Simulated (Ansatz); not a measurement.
SiGe₂N₄ on the sites of β-Si3N4 (relaxed group P2_1/m), relaxed with r2SCAN. It is monoclinic, P2_1/m (No. 11); a = 7.873 Å, b = 3.019 Å, c = 7.897 Å, β = 119.6° in the conventional setting, 11.66 Å³ an atom. Si has 4 N at 1.73–1.76 Å; Ge has 4 N at 1.82–1.85 Å; Ge has 4 N at 1.83–1.84 Å; N has 1 Si at 1.73 Å and 2 Ge at 1.83 Å; N has 2 Si at 1.76 Å and 1 Ge at 1.85 Å; N has 3 Ge at 1.82–1.84 Å.

```xyz
14
Lattice="7.9320 0.0000 0.0140 0.0000 3.0185 0.0000 -3.9538 0.0000 6.8081" Properties=species:S:1:pos:R:3 pbc="T T T"
Si    2.5531    0.7546    1.1948
Ge   -1.6458    2.2639    5.2591
Ge    0.2816    2.2639    2.7584
Ge    3.6966    0.7546    4.0638
Ge    5.6240    0.7546    1.5630
Si    1.4251    2.2639    5.6274
N     3.9216    0.7546    2.2462
N     0.0566    2.2639    4.5760
N     1.1467    0.7546    2.2043
N     2.5326    2.2639    0.2883
N     6.5191    2.2639    2.0570
N    -2.5410    0.7546    4.7652
N     2.8315    2.2639    4.6179
N     1.4455    0.7546    6.5339
```

3 runs of Ansatz on this cell differ in the functional (and in the settings that go with it). Levels are in eV from each run's valence top; v1 is the last filled band, c1 the first empty one.

Run A, mean stress 0.0 GPa (compression positive):

| point | v2 | v1 | c1 | c2 |
| --- | --- | --- | --- | --- |
| Γ | -0.30 | -0.05 | 3.47 | 4.35 |
| Z | -1.17 | -1.17 | 4.84 | 4.84 |
| D | -1.02 | -1.02 | 5.08 | 5.08 |

Run B, mean stress -0.8 GPa (compression positive):

| point | v2 | v1 | c1 | c2 |
| --- | --- | --- | --- | --- |
| Γ | -0.30 | -0.06 | 5.24 | 6.11 |
| Z | -1.23 | -1.23 | 6.49 | 6.49 |
| D | -1.08 | -1.08 | 6.76 | 6.76 |

Run C, mean stress +6.2 GPa (compression positive):

| point | v2 | v1 | c1 | c2 |
| --- | --- | --- | --- | --- |
| Γ | -0.29 | -0.05 | 2.97 | 3.79 |
| Z | -1.14 | -1.14 | 4.29 | 4.29 |
| D | -0.99 | -0.99 | 4.52 | 4.52 |

Task: Match the runs to PBE, r2SCAN, PBE0.

Result: A is r2SCAN, B is PBE0, C is PBE. In order of the gap: PBE 2.97, r2SCAN 3.47, PBE0 5.24 eV. The stress vanishes for r2SCAN, which relaxed the cell.

No spin polarisation and no zero-point or thermal motion; the cell was built from a prototype and may be hypothetical.

The runs are scalar-relativistic, without spin-orbit coupling.

The program warns that its thresholds are loose for a hybrid's stress.

The meshes of the hybrids are coarse, so their gaps aren't converged to the digits shown.
